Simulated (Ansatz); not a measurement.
Mg:
```
Mg
1.0
    3.19529     0.00000     0.00000
   -1.59765     2.76721     0.00000
    0.00000     0.00000     5.10756
Mg
2
Cartesian
  0.00000   1.84480   3.83067
  1.59765   0.92240   1.27689
```

Relaxed with r²SCAN. Special points in fractions of this cell's reciprocal vectors: Γ (0.000, 0.000, 0.000); M (0.500, 0.000, 0.000); K (0.333, 0.333, 0.000); A (0.000, 0.000, 0.500); L (0.500, 0.000, 0.500); H (0.333, 0.333, 0.500).

### Question
List the band energies nearest the Fermi level at these points for DFT-r²SCAN in the program Ansatz with PAW potentials.

### Answer
In eV from the Fermi level; about four levels below and three above (degenerate sets whole), none deeper than 8.9 eV; … stands for higher levels left out; points with the same levels are listed once.

| k | below | above |
|---|---|---|
| Γ | -7.47 -1.84 -1.04 | 11.60 11.60 11.78 11.78 |
| M | -2.44 -2.27 | 2.86 3.15 3.74 |
| K | -0.87 -0.66 -0.66 | 4.43 4.43 4.77 |
| A | -5.93 -5.93 | 5.69 5.69 … |
| L | -1.29 -1.29 -0.41 -0.41 | 8.57 8.57 … |
| H | – | 0.12 0.12 0.57 0.57 |

Space group P6_3/mmc (hcp (Mg type)). The cell was relaxed with r²SCAN under the symmetry of its start.

Potentials: the earlier of the program's two PAW sets.
